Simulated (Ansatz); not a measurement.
## Surface calculation: fcc Au (111), 2 layers

The slab is cut from the fcc crystal, the stable phase, as relaxed on PAW files (17.03 Å³/atom), with 16 Å of vacuum and a dipole correction:

```xyz
2
Lattice="2.8876 0.0000 0.0000 -1.4438 2.5007 0.0000 0.0000 0.0000 18.3577" Properties=species:S:1:pos:R:3 pbc="T T T"
Au    2.1657    0.4168    8.0000
Au   -0.7219    2.0839   10.3577
```

All numbers are PBEsol results (scalar-relativistic) from Ansatz 0.2.0, with a Γ-centred 14×14×1 k mesh, Fermi–Dirac smearing of 0.05 eV, no spin polarisation. Methods: LAPW: all electrons, basis error target 1 meV/atom; PAW: frozen-core files, cutoff 420 eV.

The bulk energy comes from a cell in the slab's orientation on a 14×14×5 mesh. The surface energy is (E(slab) − N·E(bulk))/2A at zero smearing, the mean of both faces; thin slabs carry quantum-size effects.

Spin–orbit coupling is left out, which matters for the heavy atoms. The PAW files were made under PBE.

Question: As cut, the LAPW slab lies 0.881 eV above 2 atoms of bulk. What surface energy is that?

Answer: Over two faces of 7.22 Å² it is 61.0 meV/Å², and times 16.02 J/m² per eV/Å² that gives γ = 0.977 J/m².

| method | γ as cut (J/m²) | γ relaxed (J/m²) | Φ as cut (eV) | Φ relaxed (eV) |
| --- | --- | --- | --- | --- |
| LAPW | 0.977 | 0.971 | 5.38 | 5.44 |
| PAW | 0.977 | 0.970 | 5.38 | 5.44 |

Question: How do the spacings between the planes relax?

Answer: From the bottom face up: d12 +2.3 % of 2.358 Å.

Question: What changes if relativity is switched off, at the same positions?

Answer: LAPW then gives: no gap, work function 4.35 eV.

Question: What changes if the images along the normal are cut off in place of the dipole correction?

Answer: LAPW then gives: no gap, work function 5.44 eV; PAW: no gap, work function 5.44 eV.
